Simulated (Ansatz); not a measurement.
Na2CO3:
```xyz
12
Lattice="4.4055 2.6378 0.0000 -4.4055 2.6378 0.0000 -1.3463 0.0000 5.7969" Properties=species:S:1:pos:R:3 pbc="T T T"
Na     0.4916     2.6378     4.2907
Na    -1.8379     2.6378     1.5062
Na     0.0000     0.0000     0.0000
Na    -0.6732     0.0000     2.8985
C     -2.4538     2.6378     4.3512
C      1.1075     2.6378     1.4457
O     -3.6514     2.6378     4.8199
O      2.3051     2.6378     0.9770
O      0.5033     3.7498     1.6883
O     -1.8496     1.5259     4.1086
O     -1.8496     3.7498     4.1086
O      0.5033     1.5259     1.6883
```

Relaxed with r²SCAN. Independent-particle spectrum: no excitons, no local fields, no scissors shift; 0.1 eV broadening; ε₁ of the summed bands alone.

Problem. Tabulate the dielectric function from DFT-r²SCAN in the program Ansatz with PAW potentials.

Solution. 

```tsv
E (eV)	ε₁ xx	ε₂ xx	ε₁ yy	ε₂ yy	ε₁ zz	ε₂ zz
0.0	2.40	0.00	2.45	0.00	1.99	0.00
0.5	2.40	0.00	2.46	0.00	1.99	0.00
1.0	2.41	0.00	2.47	0.00	2.00	0.00
1.5	2.43	0.00	2.48	0.00	2.01	0.00
2.0	2.46	0.00	2.51	0.00	2.02	0.00
2.5	2.49	0.00	2.55	0.00	2.04	0.00
3.0	2.53	0.00	2.60	0.00	2.06	0.00
3.5	2.59	0.00	2.66	0.00	2.08	0.00
4.0	2.67	0.00	2.74	0.00	2.12	0.00
4.5	2.77	0.00	2.86	0.00	2.16	0.00
5.0	2.90	0.00	3.02	0.00	2.21	0.00
5.5	3.10	0.01	3.25	0.02	2.29	0.00
6.0	3.42	0.02	3.62	0.10	2.40	0.01
6.5	4.05	0.18	4.21	0.42	2.56	0.04
7.0	4.58	0.50	4.93	0.78	2.83	0.09
7.5	6.00	3.69	5.94	4.26	3.18	1.01
8.0	2.42	7.81	0.84	7.78	2.10	1.57
8.5	-0.66	2.34	-1.95	1.62	1.96	0.55
9.0	-0.02	0.94	0.35	0.59	2.21	0.42
9.5	1.23	0.43	1.15	0.60	2.59	0.30
10.0	1.72	0.81	1.60	0.77	2.86	0.56
10.5	1.73	0.77	1.53	0.77	3.23	1.12
11.0	1.93	1.15	1.81	0.83	2.82	1.62
11.5	2.00	1.22	1.88	1.26	2.74	1.85
12.0	1.84	1.57	1.68	1.18	2.48	2.19
```

With all bands, ε∞ without local fields is 2.55 (xx), 2.60 (yy), 2.18 (zz).

Space group C2/m. The first step of the workflow began from a Materials Project structure, measured or hypothetical; the Crystallography Open Database files this formula in space group No. 12, but the cells were not matched. Its standing as an ambient phase is unchecked. The r²SCAN relaxation kept the symmetry of its start; its stability against distortions is not shown here.

Potentials: the later of the program's two PAW sets.
